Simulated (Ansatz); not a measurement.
Si:
```yaml
crystal:
  lattice:
    - [0.00000, 7.34386, 7.34386]
    - [7.34386, 0.00000, 7.34386]
    - [7.34386, 7.34386, 0.00000]
  atoms:
    - { symbol: Si, position: [0.50000, 0.50000, 0.50000] }
    - { symbol: Si, position: [0.75000, 0.75000, 0.75000] }
    - { symbol: Si, position: [0.38949, 0.38949, 0.38949] }
    - { symbol: Si, position: [0.41847, 0.86051, 0.86051] }
    - { symbol: Si, position: [0.38949, 0.38949, 0.83153] }
    - { symbol: Si, position: [0.86051, 0.41847, 0.86051] }
    - { symbol: Si, position: [0.83153, 0.38949, 0.38949] }
    - { symbol: Si, position: [0.86051, 0.86051, 0.86051] }
    - { symbol: Si, position: [0.38949, 0.83153, 0.38949] }
    - { symbol: Si, position: [0.86051, 0.86051, 0.41847] }
    - { symbol: Si, position: [0.36435, 0.75324, 0.75324] }
    - { symbol: Si, position: [0.12083, 0.49676, 0.88565] }
    - { symbol: Si, position: [0.75324, 0.36435, 0.12917] }
    - { symbol: Si, position: [0.49676, 0.12083, 0.49676] }
    - { symbol: Si, position: [0.12917, 0.75324, 0.75324] }
    - { symbol: Si, position: [0.49676, 0.88565, 0.49676] }
    - { symbol: Si, position: [0.75324, 0.12917, 0.36435] }
    - { symbol: Si, position: [0.88565, 0.49676, 0.12083] }
    - { symbol: Si, position: [0.75324, 0.36435, 0.75324] }
    - { symbol: Si, position: [0.88565, 0.12083, 0.49676] }
    - { symbol: Si, position: [0.12917, 0.75324, 0.36435] }
    - { symbol: Si, position: [0.49676, 0.49676, 0.12083] }
    - { symbol: Si, position: [0.75324, 0.12917, 0.75324] }
    - { symbol: Si, position: [0.49676, 0.49676, 0.88565] }
    - { symbol: Si, position: [0.36435, 0.75324, 0.12917] }
    - { symbol: Si, position: [0.12083, 0.88565, 0.49676] }
    - { symbol: Si, position: [0.75324, 0.75324, 0.36435] }
    - { symbol: Si, position: [0.49676, 0.88565, 0.12083] }
    - { symbol: Si, position: [0.36435, 0.12917, 0.75324] }
    - { symbol: Si, position: [0.12083, 0.49676, 0.49676] }
    - { symbol: Si, position: [0.75324, 0.75324, 0.12917] }
    - { symbol: Si, position: [0.88565, 0.49676, 0.49676] }
    - { symbol: Si, position: [0.12917, 0.36435, 0.75324] }
    - { symbol: Si, position: [0.49676, 0.12083, 0.88565] }
```

Relaxed with r²SCAN.

Q: Map the electron localisation function on the plane through (0.500, 0.500, 0.500) spanned by u = [1, 1, 0] and v = [1, -1, 0] in lattice vectors, from r²SCAN (plane waves, PAW; program Ansatz).

A: x is the fraction of u, y of v (the angle between them is 90°; rows are the nearest grid lines); atoms in the plane: Si at (0.00, 0.00), Si at (0.50, 0.50), Si at (0.31, 0.69), Si at (0.81, 0.19), Si at (0.19, 0.81), Si at (0.69, 0.31), Si at (0.00, 0.38), Si at (0.50, 0.88), Si at (0.00, 0.62), Si at (0.50, 0.12).
```
|8574003553357776204898410000002455679968|
|5885004786336675225787410000025787567865|
|7985114897324665246456410000136887545777|
|7886334688411233378437620012466666310247|
|3676675244642454489668733446885423420003|
|2565787348986898666478657767998348853112|
|3675688459994798654267568845999479865423|
|4787456679975366410056578635687567657854|
|2487312346743343100277655424651123348952|
|5365200012468874224698521479841245436845|
|5564100001368875457798511489732466524645|
|9984100000135656789557400366435677621489|
|9984100000135656789557400366435677621489|
|5564100001368875457798511489732466524645|
|5365200012468874224698521479841245436845|
|2487312346743343100277655424651123348952|
|4787456679975366410056578635687567657854|
|3675688459994798654267568845999479865423|
|2565787348986898666478657767998348853112|
|3676675244642454489668733446885423420003|
|7886334688411233378437620012466666310247|
|7985114897324665246456410000136887545777|
|5885004786336675225787410000025787567865|
|8574003553357776204898410000002455679968|
```
Scale: ten equal steps from 0.002 (start of '0') to 0.945 (end of '9'), in the order '0123456789'; x runs from 0.000 to 1.00, y from 0.000 (bottom) to 1.00 (top).

The density is the valence pseudo-density with augmentation charge, so density and ELF within about 1 Å of a nucleus are not all-electron values.

Space group Fd-3m. The first step of the workflow began from a Materials Project structure, measured or hypothetical. Its sites differ from those of the usual phase in this space group: another stacking or structure type. The cell was relaxed with r²SCAN under the symmetry of its start; whether a distortion lowers the energy is not shown.

Potentials: the earlier of the program's two PAW sets.
